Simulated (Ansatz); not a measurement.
LaBi (rock salt, space group No. 225), DFT-PBE in the program Ansatz with PAW potentials, all energies at zero smearing, with the estimated change up to a 700 eV cutoff added, with one set of potentials and settings (totals compare only within such a set). Cell of 2 atoms (1 La, 1 Bi): -18648.779 eV.

| element | reference phase | E (eV/atom) |
|---|---|---|
| La | P6_3/mmc, 4 atoms in the cell | -6250.0953 |
| Bi | R-3m, 2 atoms in the cell | -12396.5536 |

Formation energy per atom, worked out: (-18648.779 − 1×(-6250.0953) − 1×(-12396.5536))/2 = -1.065 eV/atom (-103 kJ per mol of atoms), at 0 K, without zero-point energy or fitted corrections.

Space group Fm-3m (rock salt). The workflow started from an entry of the Crystallography Open Database (COD). Its standing as an ambient phase is unchecked. The cell was relaxed with PBE under the symmetry of its start; its stability against distortions is not shown here. The references are the lowest solids computed at this level, not always the standard phases. Scalar-relativistic: spin–orbit coupling is off unless named, which matters more the heavier the elements.

Potentials: the later of the program's two PAW sets.
